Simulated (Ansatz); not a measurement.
**Fields on a plane of Ta2Se (space group P4/nmm)**

```
CELL_PARAMETERS angstrom
      3.33302     0.00000     0.00000
      0.00000     3.33302     0.00000
      0.00000     0.00000     9.70834
ATOMIC_POSITIONS crystal
  Ta 0.50000 0.00000 0.75641
  Ta 0.00000 0.50000 0.24359
  Ta 0.00000 0.50000 0.92332
  Ta 0.50000 0.00000 0.07668
  Se 0.00000 0.50000 0.63376
  Se 0.50000 0.00000 0.36624
```

The slice is a (0 -1 1) plane (indices of the conventional cell) through the point (0.000, 0.500, 0.244) (fractional), spanned by u = [100] and v = [011] in vectors of this cell: u (3.33 Å) and v (10.26 Å, at 90° to u). It covers one period; positions are fractions (u, v).

Atoms on it: Ta at (0.50, 0.51); Ta at (0.00, 0.00).

Calculation: LDA (plane waves to 420 eV, PAW, scalar-relativistic; Ansatz, an electronic-structure program). k mesh 14×14×5. Near the nuclei the fields are pseudised (PAW); where an atom keeps semicore shells as valence, they peak there. Spin-orbit coupling is left out, though Ta is heavy. Ta2Se is run without spin polarisation. Ta2Se was relaxed with its symmetry unable to fall.

| v \ u | 0.00 | 0.12 | 0.25 | 0.38 | 0.50 | 0.62 | 0.75 | 0.88 |
|---|---|---|---|---|---|---|---|---|
| 0.88 | 0.32 | 0.39 | 0.46 | 0.32 | 0.22 | 0.32 | 0.46 | 0.39 |
| 0.75 | 0.23 | 0.24 | 0.30 | 0.26 | 0.23 | 0.26 | 0.30 | 0.24 |
| 0.62 | 0.28 | 0.36 | 0.42 | 0.29 | 0.24 | 0.29 | 0.42 | 0.36 |
| 0.50 | 0.30 | 0.14 | 0.50 | x | x | x | 0.50 | 0.14 |
| 0.38 | 0.52 | 0.48 | 0.33 | 0.17 | 0.12 | 0.17 | 0.33 | 0.48 |
| 0.25 | 0.15 | 0.10 | 0.08 | 0.17 | 0.28 | 0.17 | 0.08 | 0.10 |
| 0.12 | 0.13 | 0.16 | 0.32 | 0.49 | 0.52 | 0.49 | 0.32 | 0.16 |
| 0.00 | x | x | 0.51 | 0.16 | 0.36 | 0.16 | 0.51 | x |

Values: electron localisation function (ELF). Points within 0.5 Å of a nucleus are blanked (x), as the pseudised field means little there.

```
|99633369|
|75433345|
|33333333|
|33334333|
|33344433|
|44344434|
|54333334|
|43333333|
|33344433|
|33478743|
|23699963|
|23799973|
|22589852|
|22345432|
|33211123|
|32100012|
|21000001|
|00011100|
|00122210|
|01233321|
|22233322|
|75322235|
|99632369|
|99732379|
```
Scale: ten equal steps from -1.19 (start of '0') to 0.65 (end of '9'), in the order '0123456789'. Values: log₁₀ of the valence density in e/Å³. The map has 8 points along u (one character each, u = 0 at the left) and 24 along v (v = 0 in the bottom row). The scale is logarithmic, as a density can span decades between atoms and voids.
